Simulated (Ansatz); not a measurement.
Ansatz input

```yaml
crystal:
  lattice:
    - [0.0, 3.5460834481, 3.5460834481]
    - [3.5460834481, 0.0, 3.5460834481]
    - [3.5460834481, 3.5460834481, 0.0]
  atoms:
    - { symbol: Pb, position: [0.125, 0.125, 0.125] }
    - { symbol: Pb, position: [0.875, 0.875, 0.875] }
hamiltonian:
  xc: pbesol
  pseudopotentials:
    kind: paw
    azcp:
      Pb: "pseudopotentials/Pb.paw.azcp"
basis:
  ecutwfc: 420
  fft_grid_basis: typed
kpoints:
  mp_grid: { grid: [9, 9, 9], shift: [0, 0, 0] }
magnetization:
  spin_polarized: false
scf:
  occupations: { method: fermi_dirac, width: 0.1 }
  lower_state_search: "off"
output:
  stress: true
```

and its output:

```
Warning: the record states the generating functional pbe (its physics header spells it `PBE`), which answers neither for hamiltonian.xc's functional nor for the pbesol family's — results may be inconsistent (PPs are generated against a specific XC)
Engine: ansatz 0.2.0, aarch64-unknown-linux-gnu
Pseudopotentials: kind: paw
Pseudopotential: Pb, paw, valence charge 14, recommended cutoff 420 eV (normal) 
Functional definition: PBEsol
  exchange = pbesol_x
  correlation = pbesol_c
Crystal: 2 atoms, lattice volume = 89.182 Å³
Basis set: ecut = 420 eV, 1807 PW (Γ)
Bands: 18, of which v1, the nominal top of the filled ones, is band 14 counted from 1 (13 counted from 0)
Symmetry: 48 space group operations
Space group: Fd-3m (ITA 227), of the structure as read, at distance tolerance 4.5e-5 Å
k-points: 35 of 729
Non-local potential: Pb, projectors of the file, l = 0: 2, l = 1: 2, l = 2: 2, l = 3: 2
PAW form: soft (Blöchl's): semilocal exchange-correlation on the pseudo side does not see the compensation charge
PAW frozen core: Pb, regenerated for the run's functional, and the local potential with it (the file was generated under x = pbe(κ = 0.804, μ = 0.2195149727645171), c = pbe(β = 0.06672455060314922))
PAW one-centre angular grid: Pb, 590 points (default); XC on 64 Gauss nodes
Initial density: superposition of atomic densities (neutral atoms: chi_scale 0, normalization atom), corrected by the library's trained network
Initial wavefunctions: pseudopotential atomic-orbital guess
Functional: x = pbesol(κ = 0.804, μ = 0.12345679012345678), c = pbesol(β = 0.046)
SCF iter   1: F=—  HF=-23509.205649 eV  |F-HF|=—  |Δ(HF+E_count)|=         —  Δρ=1.80e-3  dr2=4.41e-3  ethr=1.77e-3  ⟨swp⟩=6.0  Hψ=3258  notcnv=0
SCF iter   2: F=—  HF=-23509.201974 eV  |F-HF|=—  |Δ(HF+E_count)|=   3.68e-3  Δρ=3.76e-4  dr2=1.37e-4  ethr=1.58e-5  ⟨swp⟩=2.6  Hψ=1381  notcnv=0
SCF iter   3: F=—  HF=-23509.202194 eV  |F-HF|=—  |Δ(HF+E_count)|=   2.20e-4  Δρ=1.79e-4  dr2=1.69e-5  ethr=4.89e-7  ⟨swp⟩=2.0  Hψ=1127  notcnv=0
SCF iter   4: F=—  HF=-23509.202256 eV  |F-HF|=—  |Δ(HF+E_count)|=   6.19e-5  Δρ=5.74e-5  dr2=2.37e-6  ethr=6.05e-8  ⟨swp⟩=2.0  Hψ=1142  notcnv=0
SCF iter   5: F=—  HF=-23509.202255 eV  |F-HF|=—  |Δ(HF+E_count)|=   6.03e-7  Δρ=2.21e-5  dr2=3.27e-7  ethr=8.47e-9  ⟨swp⟩=2.4  Hψ=1103  notcnv=0
SCF iter   6: F=-23509.202255 eV  HF=-23509.202255 eV  |F-HF|=7.99e-9  |Δ(HF+E_count)|=   2.83e-8  Δρ=3.51e-6  dr2=9.69e-9  ethr=3.57e-10  ⟨swp⟩=4.9  Hψ=2330  notcnv=0
SCF 1 converged in 6 iterations: F = -23509.202255 eV  dr2 = 9.69e-9
SCF converged after 6 iterations
Free energy (F): -23509.202255 eV
Harris-Foulkes:  -23509.202255 eV  (|F-HF|=7.99e-9)
Internal energy: -23509.180463 eV  (E = F + TS)
E sigma→0 (E₀):  -23509.191359 eV
Entropy (-TS):   -0.021792 eV (-10.896 meV/atom)
Fermi energy:    5.867927 eV
--- Per-component energies (eV) ---
  E_band       = -209.167624
  E_kinetic    = 578.498245
  E_local      = -2842.794692  (includes V_loc(G=0)·N_el)
  E_nonlocal   = 703.640527
  E_hartree    = 1145.567757
  E_xc         = -435.286904
  E_vxc        = -262.200733  (∫ρ·V_xc dr)
  E_paw        = -20515.251396  (= ΣΔE_a)
  E_vpaw       = -677.440998  (= ΣTr[D̂ρ^β])
  E_aug_tail   = 0.000097  (compensation charges beyond the density's cutoff)
  E_ewald      = -2143.678330
  E_core_change = 0.124233  (= ΣΔE_core)
  E_smearing   = -0.021792  (= −TS)
  E_closure    = -0.000000  (closes the sum)
  Σ components = -23509.202255   (vs F -23509.202255, Δ=0.00e0)
--- Stress (GPa, compression-positive) ---
       -1.951291      -0.000000      -0.000000
       -0.000000      -1.951291      -0.000000
        0.000000       0.000000      -1.951291
  P = ⅓ Tr σ = -1.9513 GPa (-19.513 kbar)
```
